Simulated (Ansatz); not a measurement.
Be:
Space group P6₃/mmc (No. 194); a = b = 2.2548 Å, c = 3.5580 Å, α = β = 90.00°, γ = 120.00°

| atom | site | symmetry | x | y | z |
|---|---|---|---|---|---|
| Be | 2d | -6m2 | 0.6667 | 0.3333 | 0.2500 |

Relaxed with PBEsol.

Task: Decompose the optical modes at the zone centre into irreducible representations, and say which are infrared and Raman allowed.

Result: Point group 6/mmm: Γ_opt = B1g + E2g. Infrared: none. Raman: E2g.

Task: Assign frequencies (DFPT, plane-wave PAW PBEsol (Ansatz code)).

Result: E2g 466, B1g 699 cm⁻¹.

Subscripts of B labels follow the axes of the standard setting.

Space group P6_3/mmc (hcp (Mg type)). The cell was relaxed with PBEsol under the symmetry of its start. As this level gives no gap, phonon frequencies hold no LO–TO term and depend on the k-mesh and smearing (Fermi–Dirac, 0.1 eV here). Axis ratios of metals converge slowly with the k-mesh, so a and c are less sure than the volume.

Potentials: the earlier of the program's two PAW sets. The files were generated under PBE; for other functionals the program regenerates the frozen cores, and for LDA and PBEsol the local potential too.
